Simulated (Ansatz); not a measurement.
FeS2 in space group Pa-3 (No. 205; Fe on 4a, S on 8c), PBEsol in the plane-wave PAW code Ansatz: ε∞ = 20.5, cell volume 150.88 Å³. Infrared-active transverse modes:

```tsv
ω_TO (cm⁻¹)	oscillator strength S_xx (e²/amu)
223.5	0.01483
305.9	0.1234
363.5	0.3959
381.5	0.1206
411.8	3.009
```

Problem. Compute the static dielectric constant.

Solution. Each mode adds (4.921e7/V) S/ω²: 0.10, 0.43, 0.98, 0.27, 5.79. So ε0 = 28.0.

The PBEsol relaxation kept the symmetry of its start; of distortions, only those at the zone centre were tested. The workflow began spin-polarised and lost its moments.

Potentials: the later of the program's two PAW sets.
